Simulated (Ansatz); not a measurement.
A distorted cell of LiH (rock salt):

```xyz
4
Lattice="0.0000 4.0054 4.0054 2.0027 2.0027 4.0054 2.0027 2.0027 0.0000" Properties=species:S:1:pos:R:3 pbc="T T T"
H      0.0000     0.0900     0.0000
H      2.0027     3.9154     6.0081
Li     2.0027     6.0103     6.0081
Li     2.0027     4.0033     4.0054
```

Level of theory: r2SCAN (plane waves to 500 eV, PAW, scalar-relativistic; Ansatz, a program for electronic structure). k mesh 14×14×14 (Γ-centred), Fermi-Dirac smearing 0.05 eV. Compression counts positive. LiH was relaxed with its symmetry unable to fall.

**Question.** What forces act on the atoms (eV/Å, Cartesian)?

**Answer.** 
```tsv
atom	Fx	Fy	Fz
H1	0.000	-0.244	0.000
H2	0.000	0.244	0.000
Li3	0.000	-0.044	0.000
Li4	0.000	0.044	0.000
```

**Question.** Give the stress tensor in GPa and the pressure.

**Answer.** 
```
  -0.24     0.00     0.00
   0.00     0.61     0.00
   0.00     0.00     0.06
```
The pressure, a third of the trace, is 0.14 GPa.

(For displaced atoms, the force is minus the slope of the energy, and its curvature is a force constant, which sets phonon frequencies.)
